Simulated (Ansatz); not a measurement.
Space group Pm-3m (No. 221). a = 4.640 Å, b = 4.640 Å, c = 4.640 Å, α = 90.00°, β = 90.00°, γ = 90.00°
| atom | site | symmetry | x | y | z |
| --- | --- | --- | --- | --- | --- |
| In | 3c | 4/mm.m | 0.5000 | 0.5000 | 0.0000 |
| Sb | 1a | m-3m | 0.0000 | 0.0000 | 0.0000 |

Equation of state of this In3Sb structure (not necessarily the ground state), with shape and atoms relaxed at each volume where symmetry leaves them free. It has no gap at any of these volumes. Computed with DFT PBEsol+D3(BJ), scalar-relativistic, plane waves, PAW in Ansatz 0.2.0.

Cutoff 420 eV; k points 10×10×10 on the computed 4-atom cell (Γ-centred); Gaussian smearing, width 0.10 eV; no spin polarisation.

```csv
V (Å³/atom),E − E(largest V) (meV/atom),P (GPa)
21.981,41.86,9.36
22.730,5.62,6.29
23.479,-17.56,3.77
24.229,-30.18,1.71
24.978,-34.08,-0.01
25.728,-30.65,-1.46
26.477,-20.98,-2.68
27.476,0.00,-4.00
```

Question: Fit a third-order Birch–Murnaghan equation to E(V).

Answer: V0 = 24.97 Å³/atom, B0 = 53 GPa, B0' = 5.0.

Spin-orbit coupling is left out, which matters for the bands of heavy elements.

Cost: 8 runs of about 1.3 core-minutes in all, on Intel Xeon Platinum 8488C (Sapphire Rapids) (shared hosts).